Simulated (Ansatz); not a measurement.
## ZnS with Cl replacing S: gradients before and after relaxing the atoms

Start: a supercell of ZnS (space group P6_3mc) built from an entry of the Crystallography Open Database (COD) (the entry's cell lengths or inner coordinates differ somewhat from later room-temperature determinations), with all atoms left at the host's positions.

```cif
data_Zn18S17Cl
_symmetry_space_group_name_H-M 'P31m'
_symmetry_Int_Tables_number 157
_cell_length_a 6.6026
_cell_length_b 6.6026
_cell_length_c 18.6900
_cell_angle_alpha 90.000
_cell_angle_beta 90.000
_cell_angle_gamma 120.000
loop_
_atom_site_label
_atom_site_type_symbol
_atom_site_symmetry_multiplicity
_atom_site_Wyckoff_symbol
_atom_site_fract_x
_atom_site_fract_y
_atom_site_fract_z
Zn1 Zn 3 c 0.6667 0.6667 0.0000
Zn4 Zn 3 c 0.6667 0.6667 0.5000
Zn7 Zn 1 a 0.0000 0.0000 0.1667
Zn8 Zn 2 b 0.3333 0.6667 0.1667
Zn10 Zn 3 c 0.0000 0.6667 0.6667
Zn13 Zn 3 c 0.0000 0.6667 0.3333
Zn16 Zn 1 a 0.0000 0.0000 0.8333
Zn17 Zn 2 b 0.3333 0.6667 0.8333
S19 S 3 c 0.6667 0.6667 0.1250
S22 S 3 c 0.6667 0.6667 0.6250
Cl Cl 1 a 0.0000 0.0000 0.2917
S26 S 2 b 0.3333 0.6667 0.2917
S28 S 3 c 0.0000 0.6667 0.7917
S31 S 3 c 0.0000 0.6667 0.4583
S34 S 1 a 0.0000 0.0000 0.9583
S35 S 2 b 0.3333 0.6667 0.9583
```

One atom of each set is listed.

Method: Kohn–Sham DFT in Ansatz, PBE, plane waves and PAW, scalar-relativistic, 420 eV cutoff, Γ-centred 3×3×1 k-points, Fermi–Dirac smearing 0.01 eV, cell charge +1.

The largest force at the start is 1.6 eV/Å. Relaxing the ions at fixed cell moves them by 0.255 Å at most (atom 7, Zn) and 0.085 Å rms.

| site | moved (Å) | first shell before | first shell after | V_zz before (10²¹ V/m²) | η before |
| --- | --- | --- | --- | --- | --- |
| Zn1 | 0.063 | 4 S at 2.33–2.34 Å | 4 S at 2.32–2.38 Å | 1.53 | 0.00 |
| Zn4 | 0.068 | 4 S at 2.33–2.34 Å | 4 S at 2.30–2.35 Å | -1.34 | 0.25 |
| Zn7 | 0.255 | 3 S at 2.33 Å, 1 Cl at 2.34 Å | 3 S at 2.28 Å, 1 Cl at 2.59 Å | 6.57 | 0.00 |
| Zn8 | 0.073 | 4 S at 2.33–2.34 Å | 4 S at 2.31–2.36 Å | 1.14 | 0.00 |
| Zn13 | 0.219 | 3 S at 2.33–2.34 Å, 1 Cl at 2.33 Å | 3 S at 2.27–2.31 Å, 1 Cl at 2.55 Å | 5.75 | 0.27 |
| Zn17 | 0.016 | 4 S at 2.33–2.34 Å | 4 S at 2.33–2.34 Å | 0.64 | 0.00 |
| S19 | 0.022 | 4 Zn at 2.33–2.34 Å | 4 Zn at 2.28–2.38 Å | 1.55 | 0.55 |
| Cl | 0.001 | 4 Zn at 2.33–2.34 Å | 4 Zn at 2.55–2.59 Å | -1.27 | 0.00 |
| S26 | 0.048 | 4 Zn at 2.33–2.34 Å | 4 Zn at 2.31–2.36 Å | -3.23 | 0.00 |
| S28 | 0.013 | 4 Zn at 2.33–2.34 Å | 4 Zn at 2.32–2.33 Å | 0.58 | 0.03 |
| S31 | 0.030 | 4 Zn at 2.33–2.34 Å | 4 Zn at 2.27–2.35 Å | 2.62 | 0.02 |

(1) How do the gradients change?

## Answers

(1) 

```tsv
site	V_zz after	η after	change of V_zz
Zn1	2.23	0.07	+0.70
Zn4	-2.11	0.16	-0.77
Zn7	10.16	0.00	+3.59
Zn8	2.13	0.00	+0.99
Zn13	9.06	0.28	+3.31
Zn17	0.81	0.00	+0.17
S19	-1.50	0.90	–
Cl	-1.04	0.00	+0.23
S26	-1.02	0.00	+2.21
S28	0.16	0.16	-0.42
S31	2.23	0.03	-0.39
```

The largest change of V_zz along a kept axis is on Zn7, from 6.57 to 10.16. In per cent, |V_zz| changes by +26 to +87 on Zn, -73 to -15 on S, -18 on Cl (all sites that start above 0.5, bar those whose gradient vanishes or changes sign or whose main axis turns by over 40°). On Zn4 V_xx and V_yy change places (or their axes turn by over 50°), so the two values of η hide a larger change. On S19 the largest principal value lies along another axis in the second run, so the two V_zz can't be compared directly. The table leaves out 5 of the 16 sites, with |V_zz| up to 1.60; their tensors move by 0.55 at most along any direction. The statements above cover all sites. The host's own positions weren't relaxed first, so part of the change far from the defect can be the host's relaxation.

The defect repeats with the cell of 36 atoms, so it feels its images: sites between two images don't show the values beside a lone defect, and zeros or small values of η there can come from the images' arrangement. S and Zn carry a gradient in the pure host already, so the values there aren't the defect's effect alone. A uniform background compensates the cell's charge.
Before: The neighbours have not yet relaxed around the defect (largest force 1.6 eV/Å), so a real crystal will differ.
After: The relaxation keeps the site symmetry 3m of the start, so the impurity can move only along its axis; a start off the site could end lower.
